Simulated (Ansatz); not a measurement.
Relaxed-ion elastic tensor of W (A15 (β-W type), Pm-3n) in GPa (Voigt order), r²SCAN (plane waves, PAW; program Ansatz); density 18.93 g/cm³, 16.13 Å³ per atom.

```
630  158  158  0.0  0.0  0.0
158  630  158  0.0  0.0  0.0
158  158  630  0.0  0.0  0.0
0.0  0.0  0.0  102  0.0  0.0
0.0  0.0  0.0  0.0  102  0.0
0.0  0.0  0.0  0.0  0.0  102
```

Q: Is the crystal mechanically stable?

A: Yes: the smallest eigenvalue of C is 102 GPa.

Q: Work out the Voigt, Reuss and Hill averages.

A: K_V = 315, K_R = 315, K_H = 315; G_V = 156, G_R = 132, G_H = 144 GPa.

Q: Give Young's modulus, Poisson's ratio, Pugh's ratio and the universal anisotropy index.

A: E = 9KG/(3K + G) = 375 GPa; ν = 0.30; K/G = 2.19 (ductile by the Pugh limit of 1.75); A_U = 5G_V/G_R + K_V/K_R − 6 = 0.89.

Q: Estimate the sound speeds and the Debye temperature.

A: v_l = √((K + 4G/3)/ρ) = 5180 m/s, v_t = √(G/ρ) = 2760 m/s, mean 3080 m/s; Θ = (h/k)(3n/4πV)^(1/3) v_m = 363 K.

Q: Give the Zener ratio and Young's modulus along [100], [110] and [111].

A: A = 2C44/(C11 − C12) = 0.43; 1/E = S11 − 2(S11 − S12 − S44/2)Γ with Γ = 0, 1/4, 1/3 gives 567, 317, 277 GPa.

Q: Solve the Christoffel equation for the three sound speeds along [100], [110], [111].

A: Eigenvalues of C_ijkl n_j n_l equal ρv². In km/s, slowest first: [100] 2.32, 2.32, 5.77; [110] 2.32, 3.53, 5.12; [111] 3.18, 3.18, 4.88.

The workflow started from an entry of the Crystallography Open Database (COD), which files this formula under 6 space groups. It is not the phase usual at ambient conditions (space group No. 229). Symmetry was held in the r²SCAN relaxation; of distortions, only those at the zone centre were tested. The run is not spin-polarised. As this level gives no gap, shear constants depend on the k-mesh and smearing (Fermi–Dirac, 0.1 eV here). Scalar-relativistic: spin–orbit coupling is off unless named, which matters more the heavier the elements.

Potentials: the later of the program's two PAW sets.
